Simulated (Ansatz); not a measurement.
Geometry optimisation in Ansatz: input, command and trajectory.

```yaml
crystal:
  lattice:
    - [2.8270964935, 0.0, 0.0]
    - [0.0, 2.8270964935, 0.0]
    - [0.0, 0.0, 3.7055157611]
  atoms:
    - { symbol: Na, position: [0.5, 0.5, 0.5] }
    - { symbol: Be, position: [0.0, 0.0, 0.0] }
basis:
  ecutwfc: 420
kpoints:
  mp_grid: { grid: [6, 6, 6] }
hamiltonian:
  xc: pbe
scf:
  occupations: { method: gaussian, width: 0.1 }
  lower_state_search: "off"
output:
  forces: true
  stress: true
  eigenvalues: true
relax:
  adjacent_minimum: "off"
  f_tol: 0.04
  max_steps: 70
  cell: { stress_tol: 0.4 }
```

```bash
ansatz run input.yaml --threads 1 --pin off --max-ram 2560MiB --backend cpu --events-out ev --progress --plain --runs-dir out
```

The calculation used Ansatz, DFT PBE, scalar-relativistic, plane waves, PAW.

Of 14 frames 9 are shown, positions in Å and forces in eV/Å; the SCF threshold varies from step to step. Steps run on the plane waves of an earlier cell, with a Pulay correction in the pressure. The basis is chosen afresh for the last frame, the zero of the energies, and at times for earlier ones too; energy and pressure step there, also at an unchanged geometry. Here that happened at step 10 (-9 meV/atom, 0.7 GPa); the frames before carry an error of that size.

```xyz
2
Lattice="2.8271 0.0000 0.0000 0.0000 2.8271 0.0000 0.0000 0.0000 3.7055" Properties=species:S:1:pos:R:3:forces:R:3 pbc="T T T" step=1 free_energy_over_end_meV_per_atom=167.58 pressure_GPa=10.25
Na    1.4135    1.4135    1.8528    0.0000    0.0000    0.0000
Be    0.0000    0.0000    0.0000    0.0000    0.0000    0.0000
2
Lattice="2.8889 0.0000 0.0000 0.0000 2.8889 0.0000 0.0000 0.0000 3.8861" Properties=species:S:1:pos:R:3:forces:R:3 pbc="T T T" step=2 free_energy_over_end_meV_per_atom=91.44 pressure_GPa=5.18
Na    1.4445    1.4445    1.9431    0.0000    0.0000    0.0000
Be    0.0000    0.0000    0.0000    0.0000    0.0000    0.0000
2
Lattice="2.9219 0.0000 0.0000 0.0000 2.9219 0.0000 0.0000 0.0000 4.2490" Properties=species:S:1:pos:R:3:forces:R:3 pbc="T T T" step=4 free_energy_over_end_meV_per_atom=35.26 pressure_GPa=0.50
Na    1.4610    1.4610    2.1245    0.0000    0.0000    0.0000
Be    0.0000    0.0000    0.0000    0.0000    0.0000    0.0000
2
Lattice="2.8911 0.0000 0.0000 0.0000 2.8911 0.0000 0.0000 0.0000 4.4278" Properties=species:S:1:pos:R:3:forces:R:3 pbc="T T T" step=5 free_energy_over_end_meV_per_atom=24.46 pressure_GPa=-0.52
Na    1.4455    1.4455    2.2139    0.0000    0.0000    0.0000
Be    0.0000    0.0000    0.0000    0.0000    0.0000    0.0000
2
Lattice="2.7540 0.0000 0.0000 0.0000 2.7540 0.0000 0.0000 0.0000 4.7423" Properties=species:S:1:pos:R:3:forces:R:3 pbc="T T T" step=7 free_energy_over_end_meV_per_atom=15.58 pressure_GPa=-1.20
Na    1.3770    1.3770    2.3711    0.0000    0.0000    0.0000
Be    0.0000    0.0000    0.0000    0.0000    0.0000    0.0000
2
Lattice="2.7727 0.0000 0.0000 0.0000 2.7727 0.0000 0.0000 0.0000 4.6423" Properties=species:S:1:pos:R:3:forces:R:3 pbc="T T T" step=8 free_energy_over_end_meV_per_atom=12.24 pressure_GPa=-0.49
Na    1.3864    1.3864    2.3211    0.0000    0.0000    0.0000
Be    0.0000    0.0000    0.0000    0.0000    0.0000    0.0000
2
Lattice="2.7669 0.0000 0.0000 0.0000 2.7669 0.0000 0.0000 0.0000 4.6089" Properties=species:S:1:pos:R:3:forces:R:3 pbc="T T T" step=10 free_energy_over_end_meV_per_atom=3.21 pressure_GPa=0.66
Na    1.3835    1.3835    2.3044    0.0000    0.0000    0.0000
Be    0.0000    0.0000    0.0000    0.0000    0.0000    0.0000
2
Lattice="2.7572 0.0000 0.0000 0.0000 2.7572 0.0000 0.0000 0.0000 4.6902" Properties=species:S:1:pos:R:3:forces:R:3 pbc="T T T" step=11 free_energy_over_end_meV_per_atom=0.70 pressure_GPa=0.21
Na    1.3786    1.3786    2.3451    0.0000    0.0000    0.0000
Be    0.0000    0.0000    0.0000    0.0000    0.0000    0.0000
2
Lattice="2.7376 0.0000 0.0000 0.0000 2.7376 0.0000 0.0000 0.0000 4.7678" Properties=species:S:1:pos:R:3:forces:R:3 pbc="T T T" step=14 free_energy_over_end_meV_per_atom=0.00 pressure_GPa=0.02
Na    1.3688    1.3688    2.3839    0.0000    0.0000    0.0000
Be    0.0000    0.0000    0.0000    0.0000    0.0000    0.0000
```

The start puts this composition into another compound's structure type, which needn't suit it. At the end the space group is P4/mmm (tolerance 0.05 Å).

Time: 14 s on 1 thread of Arm Neoverse V1 (shared host), peak memory 0.28 GiB.

The k mesh is coarse.